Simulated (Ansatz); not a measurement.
Values for one crystal, relaxed and computed with r²SCAN (plane waves, PAW; program Ansatz); other levels are named.

```yaml
volume_per_atom: 28.51 Å³
band_gap: 0.60 eV (direct)
Electron effective mass with spin–orbit coupling, band 2 of 2 at the edge: 0.091 along [100], 0.11 along [110], 0.13 along [111] (mₑ)
valence_band_maximum: at Γ
Hole effective mass, band 3 of 3 at the edge: 0.098 along [100], 0.11 along [110], 0.11 along [111] (mₑ)
Pressure derivative B′: 4.2
Hole effective mass, band 2 of 3 at the edge: 0.46 along [100], 0.33 along [110], 0.36 along [111] (mₑ)
```

Question: Which of these materials gives this?
(A) NaI, rock salt
(B) ZrO2, rutile
(C) RbCeTe2, R-3m (Rb on 3b, Ce on 3a, Te on 6c)
(D) Sr3BiN, anti-perovskite

Answer: D, Sr3BiN, anti-perovskite

Space group Pm-3m (anti-perovskite). The first step of the workflow began from a Materials Project structure, measured or hypothetical; the Crystallography Open Database copy checked does not list it. Whether it is the stable phase at ambient conditions was not checked. The cell was relaxed with r²SCAN under the symmetry of its start; whether a distortion lowers the energy is not shown. Spin–orbit coupling is left out wherever it is not named.

Potentials: the later of the program's two PAW sets.
